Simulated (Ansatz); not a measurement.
AlAg:
```
CELL_PARAMETERS angstrom
      1.42554    -5.22228     0.00000
      1.42554     5.22228     0.00000
      0.00000     0.00000     4.50747
ATOMIC_POSITIONS crystal
  Ag 0.66498 0.33502 0.25000
  Al 0.92621 0.07379 0.25000
  Ag 0.33502 0.66498 0.75000
  Al 0.07379 0.92621 0.75000
```

Relaxed with r²SCAN.

**Question.** Give the Bader charges and basin volumes of the independent atoms, the program Ansatz at the r²SCAN level (PAW).

**Answer.** 

| atom | Bader charge (e) | Bader volume (Å³) |
|---|---|---|
| Ag1 | -0.59 | 19.9 |
| Al2 | +0.59 | 13.6 |

Space group Cmcm. The start of the workflow was typed in or built on a structure type; neither database checked (COD, Materials Project) lists it. Whether it is the stable phase at ambient conditions was not checked. Symmetry was held in the r²SCAN relaxation; whether a distortion lowers the energy is not shown. No spin polarisation was allowed.

Potentials: the later of the program's two PAW sets.
